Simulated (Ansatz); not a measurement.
# Structure relaxation, Ti3Si

The start is a generated trial cell of Ti3Si in the D03 structure type. Cell shape, volume and atoms are optimised at zero target pressure with r2SCAN (plane waves to 500 eV, PAW, scalar-relativistic; Ansatz, a quantum-chemistry and plane-wave program). The first steps use a coarse 6×6×6 k-mesh.

Input geometry:
```yaml
crystal:
  lattice:
    - [0.00000, 3.43295, 3.43295]
    - [3.43295, 0.00000, 3.43295]
    - [3.43295, 3.43295, 0.00000]
  atoms:
    - { symbol: Si, position: [0.00000, 0.00000, 0.00000] }
    - { symbol: Ti, position: [0.50000, 0.50000, 0.50000] }
    - { symbol: Ti, position: [0.25000, 0.25000, 0.25000] }
    - { symbol: Ti, position: [0.75000, 0.75000, 0.75000] }
```

How large is the pressure on the unrelaxed cell, and of which sign?

-22 GPa (negative: the cell is under tension).

How do the shortest distances between atoms change?

The closest pairs of elements (up to four, under 3.6 Å), start → end: Ti–Ti 2.97 → 2.71 Å; Si–Ti 2.97 → 2.71 Å.

The space group stays Fm-3m (No. 225) (the run could not lower it); the end is AFLOW prototype AB3_cF16_225_a_bc (D0_3, as in BiF3), with 4 atoms in the primitive cell. Final values are on a 13×13×13 k-mesh of the relaxed cell. No spin polarisation in the result.

The run could not lose the symmetry of its start.

All atoms sit on sites fixed by symmetry, so only the cell could relax.

The first start was generated by placing the elements on the sites of a structure type. Materials Project lists a structure of Ti3Si in the same space group, Fm-3m (No. 225); the sites were not compared with it, nor with measured phases.
